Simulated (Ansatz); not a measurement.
GaSb (zinc blende, F-43m) at seven volumes, PBE (plane waves, PAW; program Ansatz), scaled uniformly. One row is withheld.

```csv
V (Å³/atom),P (GPa)
27.291,5.27
28.191,3.19
29.091,1.47
29.990,0.00
30.890,-1.23
31.790,-2.27
32.690,?
```

Problem. Fit the shown pressures and predict the withheld one.

Solution. P = (3/2)B₀(x^(7/2) − x^(5/2))[1 + (3/4)(B′ − 4)(x − 1)] with x = (V₀/V)^(2/3). Least squares on the six rows gives V₀ = 29.991 Å³/atom, B₀ = 44.7 GPa, B′ = 4.71. At V = 32.690, x = 0.9442 and P = -3.15 GPa. The run itself gave -3.13 GPa.

The PBE relaxation kept the symmetry of its start. Spin–orbit coupling is left out wherever it is not named.

Potentials: the later of the program's two PAW sets.
